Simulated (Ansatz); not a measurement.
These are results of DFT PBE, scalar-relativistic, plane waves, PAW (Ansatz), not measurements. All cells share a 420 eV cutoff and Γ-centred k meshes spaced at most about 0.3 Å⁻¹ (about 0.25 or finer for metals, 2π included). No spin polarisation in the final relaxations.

These are static total energies at zero pressure.

Compare these two cells of AlB2As3, each relaxed at this level.

1.

```
Al B As
1.0
     3.30612    0.00000    0.00000
    -1.65306    2.86318    0.00000
     0.00000    0.00000    9.41614
Al B As
1 2 3
Direct
  0.00000 0.00000 0.00000
  0.33333 0.66667 0.66858
  0.66667 0.33333 0.33142
  0.33333 0.66667 0.22830
  0.66667 0.33333 0.77170
  0.00000 0.00000 0.50000
```

2.

```
Al B As
1.0
     1.64049   -7.19633    0.00000
     1.64049    7.19633    0.00000
     0.00000    0.00000    4.06753
Al B As
1 2 3
Cartesian
  0.0000 0.0000 0.0000
  0.8202 -3.5982 2.0338
  0.8202 3.5982 2.0338
  1.6405 0.0000 2.0338
  1.6405 -2.1348 0.0000
  1.6405 2.1348 0.0000
```

Task: Which is lower in energy, and by how much?

Result: Cell 2 is lower, by 37 meV/atom. Cell 1 has Al and B ordered on rock salt sites, space group P-3m1 (No. 164), 14.9 Å³/atom and no gap on its mesh; cell 2 has space group Cmmm (No. 65), 16.0 Å³/atom and no gap. Counting As or B atoms around Al (for each partner element, those within 1.25 times its shortest distance or 1.15 times the sum of covalent radii, where it is the nearest in units of that sum or under 1.3; the shortest distance is added where it is long for a bond), cell 1 has Al 6 from 2.9 Å and cell 2 has Al 8. Cell 2 holds B–B chains (shortest 1.64 Å); in cell 1 the shortest B–B distance is 3.31 Å. Even the lower one lies +0.48 eV/atom against the reference forms of the elements (uncorrected), so neither is stable at this level. In cell 1, around Al lie 6 As at 2.87 Å; B is surrounded by 3 As at 2.14 Å and 3 As at 2.48 Å; As on a site of symmetry 3m is surrounded by 3 B at 2.14 Å and 3 Al at 2.87 Å; 1 more site not described. In cell 2, Al is surrounded by 8 As at 2.61–2.69 Å and 2 Al at 3.28 Å; B is surrounded by 2 B at 1.64 Å and 4 As at 2.64 Å; As on a site of symmetry mmm is surrounded by 4 Al at 2.61 Å and 4 As at 2.95 Å; 1 more site not described. Both come from invented guesses.

Weakly bound directions are ill-defined at this level, which has no dispersion term (Cmmm), and this can change margins and order among such cells. Cells relaxed within their symmetry can be saddle points.
